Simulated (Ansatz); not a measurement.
ZrGeSb:
```
ZrGeSb
1.0
    3.82442     0.00000     0.00000
    0.00000     3.82442     0.00000
    0.00000     0.00000     8.69518
Zr Ge Sb
2 2 2
Direct
  0.50000   0.00000   0.24943
  0.00000   0.50000   0.75057
  0.50000   0.50000   0.00000
  0.00000   0.00000   0.00000
  0.50000   0.00000   0.61132
  0.00000   0.50000   0.38868
```

Relaxed with r²SCAN. Special points in fractions of this cell's reciprocal vectors: Γ (0.000, 0.000, 0.000); X (0.000, 0.500, 0.000); M (0.500, 0.500, 0.000); Z (0.000, 0.000, 0.500); R (0.000, 0.500, 0.500); A (0.500, 0.500, 0.500).

### Question
List the band energies nearest the Fermi level at these points for plane-wave PAW r²SCAN (Ansatz code).

### Answer
In eV from the Fermi level; about four levels below and three above (degenerate sets whole), none deeper than 8.9 eV; points with the same levels are listed once.

```csv
k,below,above
Γ,-2.42 -2.42 -1.29 -1.29 -1.26,0.67 0.74 0.76 0.76
X,-1.11 -1.11 -1.09 -1.09,0.03 0.03 1.98 1.98
M,-1.71 -1.71 -1.47 -1.47,3.59 3.59 3.73 3.73
Z,-1.58 -1.58 -1.52 -1.38,0.24 1.05 1.18
R,-1.22 -1.22 -0.53 -0.53,0.42 0.42 2.49 2.49
A,-1.65 -1.65 -1.50 -1.50,2.57 2.57 3.59 3.59
```

Space group P4/nmm. The first step of the workflow began from a Materials Project structure, measured or hypothetical; the Crystallography Open Database copy checked does not list it. Whether it is the stable phase at ambient conditions was not checked. Symmetry was held in the r²SCAN relaxation; its stability against distortions is not shown here. The run is not spin-polarised. Scalar-relativistic: spin–orbit coupling is off unless named, which matters more the heavier the elements.

Potentials: the earlier of the program's two PAW sets.
